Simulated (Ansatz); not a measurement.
Na:
```yaml
crystal:
  lattice:
    - [-2.09839, 2.09839, 2.09839]
    - [2.09839, -2.09839, 2.09839]
    - [2.09839, 2.09839, -2.09839]
  atoms:
    - { symbol: Na, position: [0.00000, 0.00000, 0.00000] }
```

Relaxed with PBE. Special points in fractions of this cell's reciprocal vectors: Γ (0.000, 0.000, 0.000); H (0.500, -0.500, 0.500); N (0.000, 0.000, 0.500); P (0.250, 0.250, 0.250).

List the band energies nearest the Fermi level at these points for the program Ansatz at the PBE level (PAW).

In eV from the Fermi level; about four levels below and three above (degenerate sets whole), none deeper than 8.9 eV; … stands for higher levels left out; points with the same levels are listed once.

```json
[
 {"k": "Γ", "below": "-3.26", "above": "11.78 11.78 11.78"},
 {"k": "H", "below": "–", "above": "4.55 4.55 …"},
 {"k": "N", "below": "–", "above": "0.78 1.25 8.24"},
 {"k": "P", "below": "–", "above": "2.74 2.74 2.74"}
]
```

Space group Im-3m (bcc (W type)). The cell was relaxed with PBE under the symmetry of its start.

Potentials: the later of the program's two PAW sets.
